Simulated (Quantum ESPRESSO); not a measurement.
Cu4In2IrRe in 5 site orders

All numbers below are calculated, not measured. They come from Quantum ESPRESSO 7.5, a public plane-wave density functional program. Each row is one single-point run on a made-up periodic cell of eight metal atoms, with elements, volume, strain and displacements drawn at random and not relaxed, so a cell may be unstable or far from any real phase. There is no spin polarisation or spin-orbit coupling.

Settings: PBE unless stated; PseudoDojo standard norm-conserving files; Fermi-Dirac width 0.25 eV, which means electrons at about 2900 K; cutoff 1252 eV; 6 x 6 x 3 k mesh shifted half a step off Gamma. E is the free energy of the whole cell (internal energy minus TS), so a -TS column is already part of it. Stress is positive in tension, and the pressure P is minus a third of its trace.

Checks: one run of this series was repeated at a higher cutoff and on a denser mesh, which moved values by no more than 0.002 eV, 0.04 GPa and 0.004 eV/Å, and a second program with other atomic files agreed on it to 2 % rms in force and 0.5 GPa in pressure. Known limits: the copper pseudopotential is less sure than most, with forces differing by about three percent and pressure by about two GPa from a second method on plain copper; heavy elements are run without spin-orbit coupling, which real alloys of them have; a spin test at this wide smearing found no moment, but such smearing suppresses magnetism that the real alloy may have.

The lattice is face-centred cubic, and the cell vectors in Å are (0.042, 0.024, -4.037); (4.037, 0.033, -0.042); (-0.065, -7.836, 0.048), a volume of 127.69 Å³. The runs move one In atom among sites that otherwise hold Cu, on the same eight displaced sites. E is counted from run 1, and the rms force is over all 24 components. Nothing is relaxed, so E mixes bonding between neighbours with strain on unrelaxed sites, and it is not an ordering energy.

```
run  elements on sites 1 to 8  E (eV)  -TS (eV)  rms force (eV/Å)  largest force (eV/Å)  P (GPa)
  1   In Re Cu Cu Cu Cu Ir In   0.000    -1.269             0.505                  1.50    -5.64
  2   Cu Re In Cu Cu Cu Ir In   0.363    -1.234             0.724                  2.00    -5.08
  3   Cu Re Cu In Cu Cu Ir In   0.882    -1.243             0.870                  2.54        ?
  4   Cu Re Cu Cu In Cu Ir In   0.611    -1.251             0.942                  3.41    -4.53
  5   Cu Re Cu Cu Cu In Ir In   1.085    -1.257             1.149                  3.76    -2.82
```

## Worked fit

A straight line through the runs shown gives P = -5.87 + 2.62 E GPa with E in eV, an error of 0.39 on the slope and a scatter of 0.31 GPa. At this fixed volume the orders of higher energy tend to have the higher pressure.

## Withheld value

Question: what pressure should run 3 give?

The fit gives -3.56 ± 0.37 GPa. The calculation gave -3.23 GPa.
